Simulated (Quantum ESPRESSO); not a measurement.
Zr2TaO5F3, finding a planted mistake in a log

A calculation, not a measurement. The program is pw.x of Quantum ESPRESSO 7.5 (plane-wave density functional theory). The cell is made up: 11 atoms on a rutile lattice with one site empty, with randomly drawn elements, strain and displacements, not relaxed. PseudoDojo standard norm-conserving files (v0.5 for PBE, v0.4.1 for LDA and PBEsol) set the functional; there is no spin polarisation, spin-orbit coupling or dispersion term, and the masses in the input are unused placeholders.

Intended input:

```
&control calculation='scf', pseudo_dir='./dojo.nc.sr.pbe.v0_5.standard.upf', outdir='./o', disk_io='low', tprnfor=.true., tstress=.true. /
&system ibrav=0, nat=11, ntyp=4, nbnd=50, ecutwfc=84.00895049, nosym=.true., tot_charge=0,
 occupations='smearing', smearing='fd', degauss=0.0018374661
/
&electrons conv_thr=7.350e-09, electron_maxstep=60, /
ATOMIC_SPECIES
F 1.0 F.upf
O 1.0 O.upf
Ta 1.0 Ta.upf
Zr 1.0 Zr.upf
CELL_PARAMETERS angstrom
4.9379 0.0 0.0
0.0 4.9379 0.0
0.0 0.0 6.5906
ATOMIC_POSITIONS angstrom
Zr -0.0755 0.0069 -0.0748
Zr 2.4977 2.567 1.6463
Ta 0.0858 0.054 3.2895
O 1.5039 1.5032 0.0061
F 3.4912 3.384 0.028
O 3.9495 1.0137 1.6324
F 0.9022 4.0013 1.5266
O 1.6034 1.4453 3.3836
O 3.4321 3.4701 3.2945
O 3.9145 0.892 5.0129
F 1.0376 4.0347 5.0272
K_POINTS automatic
5 5 4 1 1 1
```

The log is shortened where brackets say so; the opening notice, blank lines, dates and the lines on written files are dropped, and the path of the files is cut. It prints rydbergs, bohrs and kilobars, and counts compression as positive stress. Where no state is partly filled, the Fermi energy that it prints is only some level between the filled and the empty states on the mesh, and need not lie in the true gap.

Log of the intended run:

```
     Program PWSCF v.7.5
     Parallel version (MPI & OpenMP), running on       4 processor cores
     Number of MPI processes:                 4
     Threads/MPI process:                     1
     [start-up lines left out]
     bravais-lattice index     =            0
     lattice parameter (alat)  =       9.3313  a.u.
     unit-cell volume          =    1084.4415 (a.u.)^3
     number of atoms/cell      =           11
     number of atomic types    =            4
     number of electrons       =        88.00
     number of Kohn-Sham states=           50
     kinetic-energy cutoff     =      84.0090  Ry
     charge density cutoff     =     336.0358  Ry
     scf convergence threshold =      7.3E-09
     mixing beta               =       0.7000
     number of iterations used =            8  plain     mixing
     Exchange-correlation= PBE
                           (   1   4   3   4   0   0   0)
     [axes and pseudopotential details left out]
   Cartesian axes
     site n.     atom                  positions (alat units)
         1        Zr     tau(   1) = (  -0.0152899   0.0013974  -0.0151481  )
         2        Zr     tau(   2) = (   0.5058223   0.5198566   0.3334008  )
         3        Ta     tau(   3) = (   0.0173758   0.0109358   0.6661739  )
         4        O      tau(   4) = (   0.3045627   0.3044209   0.0012353  )
         5        F      tau(   5) = (   0.7070212   0.6853116   0.0056704  )
         6        O      tau(   6) = (   0.7998339   0.2052897   0.3305859  )
         7        F      tau(   7) = (   0.1827092   0.8103242   0.3091598  )
         8        O      tau(   8) = (   0.3247129   0.2926953   0.6852306  )
         9        O      tau(   9) = (   0.6950526   0.7027481   0.6671865  )
        10        O      tau(  10) = (   0.7927459   0.1806436   1.0151886  )
        11        F      tau(  11) = (   0.2101298   0.8170882   1.0180846  )
     number of k points=    50  Fermi-Dirac smearing, width (Ry)=  0.0018
                       cart. coord. in units 2pi/alat
        k(    1) = (   0.1000000   0.1000000   0.0936542), wk =   0.0400000
        k(    2) = (   0.1000000   0.1000000   0.2809627), wk =   0.0400000
     [further k points left out]
     Dense  grid:   112881 G-vectors     FFT dimensions: (  60,  60,  75)
     Estimated max dynamical RAM per process >     321.18 MB
     Estimated total dynamical RAM >       1.17 GB
     Initial potential from superposition of free atoms
     starting charge      87.9943, renormalised to      88.0000
     Starting wfcs are   62 randomized atomic wfcs
     total cpu time spent up to now is        8.8 secs
     per-process dynamical memory:   240.0 Mb
     Self-consistent Calculation
     iteration #  1     ecut=    84.01 Ry     beta= 0.70
     Davidson diagonalization with overlap
     ethr =  1.00E-02,  avg # of iterations =  2.0
     total cpu time spent up to now is       25.6 secs
     total energy              =    -644.10226236 Ry
     estimated scf accuracy    <       4.98633142 Ry
     iteration #  2     ecut=    84.01 Ry     beta= 0.70
     Davidson diagonalization with overlap
     ethr =  5.67E-03,  avg # of iterations =  6.2
     total cpu time spent up to now is       54.3 secs
     total energy              =    -639.20202904 Ry
     estimated scf accuracy    <      56.02281530 Ry
     [iterations 3 to 16 left out]
     iteration # 17     ecut=    84.01 Ry     beta= 0.70
     Davidson diagonalization with overlap
     ethr =  1.24E-10,  avg # of iterations =  2.2
     total cpu time spent up to now is      348.9 secs
     total energy              =    -646.88426395 Ry
     estimated scf accuracy    <       0.00000002 Ry
     iteration # 18     ecut=    84.01 Ry     beta= 0.70
     Davidson diagonalization with overlap
     ethr =  2.21E-11,  avg # of iterations =  5.0
     total cpu time spent up to now is      370.4 secs
     End of self-consistent calculation
     [lines on levels left out]
     the Fermi energy is     7.0459 ev
!    total energy              =    -646.88426395 Ry
     estimated scf accuracy    <          3.8E-09 Ry
     smearing contrib. (-TS)   =      -0.00000000 Ry
     internal energy E=F+TS    =    -646.88426395 Ry
     The total energy is F=E-TS. E is the sum of the following terms:
     one-electron contribution =    -250.22679893 Ry
     hartree contribution      =     164.34460120 Ry
     xc contribution           =    -143.79979676 Ry
     ewald contribution        =    -417.20226946 Ry
     convergence has been achieved in  18 iterations
     Forces acting on atoms (cartesian axes, Ry/au):
     atom    1 type  4   force =     0.01595346    0.20786582   -0.10395650
     atom    2 type  4   force =     0.00902793   -0.15743910    0.04634439
     atom    3 type  3   force =    -0.10873457    0.14616770    0.15152601
     atom    4 type  2   force =    -0.04384168   -0.02987873    0.10428880
     atom    5 type  1   force =     0.00404200    0.00642654    0.01723693
     atom    6 type  2   force =     0.05756182   -0.05439498    0.06094756
     atom    7 type  1   force =     0.01515031   -0.01849952    0.06398956
     atom    8 type  2   force =    -0.13108267   -0.09701153   -0.09554781
     atom    9 type  2   force =     0.09054205    0.07856181   -0.09013622
     atom   10 type  2   force =     0.11524247   -0.08736892   -0.09640528
     atom   11 type  1   force =    -0.02386112    0.00557090   -0.05828745
     Total force =     0.508485     Total SCF correction =     0.000234
     Computing stress (Cartesian axis) and pressure
          total   stress  (Ry/bohr**3)                   (kbar)     P=     -136.56
  -0.00096612  -0.00065252  -0.00019653         -142.12      -95.99      -28.91
  -0.00065252  -0.00082071  -0.00023365          -95.99     -120.73      -34.37
  -0.00019653  -0.00023365  -0.00099802          -28.91      -34.37     -146.81
     init_run     :      8.30s CPU      8.65s WALL (       1 calls)
     electrons    :    359.53s CPU    361.65s WALL (       1 calls)
     forces       :      3.07s CPU      3.10s WALL (       1 calls)
     stress       :     10.77s CPU     11.07s WALL (       1 calls)
     [timing details left out]
     PWSCF        :   6m21.91s CPU   6m24.79s WALL
     JOB DONE.
```

A second run was made from an input with one planted mistake. Its log:

```
     Program PWSCF v.7.5
     Parallel version (MPI & OpenMP), running on       4 processor cores
     Number of MPI processes:                 4
     Threads/MPI process:                     1
     [start-up lines left out]
     bravais-lattice index     =            0
     lattice parameter (alat)  =       9.3313  a.u.
     unit-cell volume          =    1084.4415 (a.u.)^3
     number of atoms/cell      =           11
     number of atomic types    =            4
     number of electrons       =        88.00
     number of Kohn-Sham states=           50
     kinetic-energy cutoff     =      84.0090  Ry
     charge density cutoff     =     336.0358  Ry
     scf convergence threshold =      7.3E-09
     mixing beta               =       0.7000
     number of iterations used =            8  plain     mixing
     Exchange-correlation= PBE
                           (   1   4   3   4   0   0   0)
     [axes and pseudopotential details left out]
   Cartesian axes
     site n.     atom                  positions (alat units)
         1        Zr     tau(   1) = (  -0.0152899   0.0013974  -0.0151481  )
         2        Zr     tau(   2) = (   0.5058223   0.5198566   0.3334008  )
         3        Ta     tau(   3) = (   0.0173758   0.0109358   0.6661739  )
         4        O      tau(   4) = (   0.3045627   0.3044209   0.0012353  )
         5        F      tau(   5) = (   0.7070212   0.6853116   0.0056704  )
         6        O      tau(   6) = (   0.7998339   0.2052897   0.3305859  )
         7        O      tau(   7) = (   0.1827092   0.8103242   0.3091598  )
         8        O      tau(   8) = (   0.3247129   0.2926953   0.6852306  )
         9        F      tau(   9) = (   0.6950526   0.7027481   0.6671865  )
        10        O      tau(  10) = (   0.7927459   0.1806436   1.0151886  )
        11        F      tau(  11) = (   0.2101298   0.8170882   1.0180846  )
     number of k points=    50  Fermi-Dirac smearing, width (Ry)=  0.0018
                       cart. coord. in units 2pi/alat
        k(    1) = (   0.1000000   0.1000000   0.0936542), wk =   0.0400000
        k(    2) = (   0.1000000   0.1000000   0.2809627), wk =   0.0400000
     [further k points left out]
     Dense  grid:   112881 G-vectors     FFT dimensions: (  60,  60,  75)
     Estimated max dynamical RAM per process >     321.18 MB
     Estimated total dynamical RAM >       1.17 GB
     Initial potential from superposition of free atoms
     starting charge      87.9943, renormalised to      88.0000
     Starting wfcs are   62 randomized atomic wfcs
     total cpu time spent up to now is        8.8 secs
     per-process dynamical memory:   240.0 Mb
     Self-consistent Calculation
     iteration #  1     ecut=    84.01 Ry     beta= 0.70
     Davidson diagonalization with overlap
     ethr =  1.00E-02,  avg # of iterations =  2.0
     total cpu time spent up to now is       25.0 secs
     total energy              =    -644.38164522 Ry
     estimated scf accuracy    <       4.76823432 Ry
     iteration #  2     ecut=    84.01 Ry     beta= 0.70
     Davidson diagonalization with overlap
     ethr =  5.42E-03,  avg # of iterations =  6.0
     total cpu time spent up to now is       53.1 secs
     total energy              =    -639.89090432 Ry
     estimated scf accuracy    <      50.36574058 Ry
     [iterations 3 to 16 left out]
     iteration # 17     ecut=    84.01 Ry     beta= 0.70
     Davidson diagonalization with overlap
     ethr =  5.35E-11,  avg # of iterations =  4.9
     total cpu time spent up to now is      338.0 secs
     total energy              =    -646.99993896 Ry
     estimated scf accuracy    <       0.00000001 Ry
     iteration # 18     ecut=    84.01 Ry     beta= 0.70
     Davidson diagonalization with overlap
     ethr =  1.30E-11,  avg # of iterations =  2.4
     total cpu time spent up to now is      355.9 secs
     End of self-consistent calculation
     [lines on levels left out]
     the Fermi energy is     7.2696 ev
!    total energy              =    -646.99993897 Ry
     estimated scf accuracy    <          1.9E-09 Ry
     smearing contrib. (-TS)   =      -0.00000000 Ry
     internal energy E=F+TS    =    -646.99993897 Ry
     The total energy is F=E-TS. E is the sum of the following terms:
     one-electron contribution =    -247.07822290 Ry
     hartree contribution      =     163.02931388 Ry
     xc contribution           =    -143.84430072 Ry
     ewald contribution        =    -419.10672922 Ry
     convergence has been achieved in  18 iterations
     Forces acting on atoms (cartesian axes, Ry/au):
     atom    1 type  4   force =     0.06798961    0.15863905   -0.00720032
     atom    2 type  4   force =    -0.11958533   -0.14144087   -0.07938621
     atom    3 type  3   force =     0.05682760    0.19589433    0.02620057
     atom    4 type  2   force =    -0.02200681   -0.01031799    0.11366084
     atom    5 type  1   force =    -0.00134476    0.00165119    0.01684772
     atom    6 type  2   force =     0.04474707   -0.05181017    0.08896527
     atom    7 type  2   force =    -0.00236290   -0.00646717    0.12969068
     atom    8 type  2   force =    -0.14185608   -0.10502227   -0.07718771
     atom    9 type  1   force =     0.04874526    0.04097517   -0.00782134
     atom   10 type  2   force =     0.09434126   -0.08276698   -0.12795811
     atom   11 type  1   force =    -0.02549492    0.00066570   -0.07581139
     Total force =     0.485546     Total SCF correction =     0.000103
     Computing stress (Cartesian axis) and pressure
          total   stress  (Ry/bohr**3)                   (kbar)     P=     -141.13
  -0.00090165  -0.00030230  -0.00007100         -132.64      -44.47      -10.44
  -0.00030230  -0.00077514  -0.00022599          -44.47     -114.03      -33.24
  -0.00007100  -0.00022599  -0.00120130          -10.44      -33.24     -176.72
     init_run     :      8.18s CPU      8.56s WALL (       1 calls)
     electrons    :    345.24s CPU    347.11s WALL (       1 calls)
     forces       :      2.82s CPU      2.85s WALL (       1 calls)
     stress       :     10.01s CPU     10.27s WALL (       1 calls)
     [timing details left out]
     PWSCF        :   6m 6.66s CPU   6m 9.27s WALL
     JOB DONE.
```

Question: what was wrong in the second input?

Answer: two atoms have their elements exchanged. The input lines that differ, file-writing options aside:

```
- F 0.9022 4.0013 1.5266
+ O 0.9022 4.0013 1.5266
- O 3.4321 3.4701 3.2945
+ F 3.4321 3.4701 3.2945
```

```
                                            intended run  run with the mistake
                          free energy (eV)     -8801.309             -8802.883
                    smearing term -TS (eV)        0.0000                0.0000
                            pressure (GPa)        -13.66                -14.11
            largest force component (eV/Å)         5.344                 5.037
largest change of a force component (eV/Å)                               4.257
                                iterations            18                    18
```

For scale, a rerun of the intended cell at a cutoff of 1467 eV and k mesh 7 x 7 x 6 moved values by no more than 0.004 eV in energy, 0.03 GPa in stress and 0.002 eV/Å in force.